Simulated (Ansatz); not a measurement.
Given:

CuO:
Space group Pm-3m (No. 221); a = b = c = 2.598 Å, α = β = γ = 90.00°

| atom | site | symmetry | x | y | z |
|---|---|---|---|---|---|
| Cu | 1a | m-3m | 0.0000 | 0.0000 | 0.0000 |
| O | 1b | m-3m | 0.5000 | 0.5000 | 0.5000 |

This is the r²SCAN-relaxed structure.

Q: All from plane-wave PAW r²SCAN (Ansatz code), unless another level is named. Estimate the electronic character.

A: metallic (no gap).

Q: Give the density of states at the Fermi level.

A: 1.5 states/eV per atom (mean over ±0.08 eV).

Q: Predict the formation energy from the elements (no fitted shifts).

A: -0.015 eV/atom.

The cell is a constructed one: a structure type filled with these elements; the Crystallography Open Database copy checked does not list it. It is not the phase usual at ambient conditions (space group No. 15). The cell was relaxed with r²SCAN under the symmetry of its start. At this level the phase is mechanically unstable. No spin polarisation was allowed. The volume moved by 51 % from the start of the relaxation. No Hubbard U is applied. Without spin polarisation and U, an open-shell compound can come out a false metal. The references are the lowest solids computed at this level, not always the standard phases (solids in place of the gases).

Potentials: the later of the program's two PAW sets.
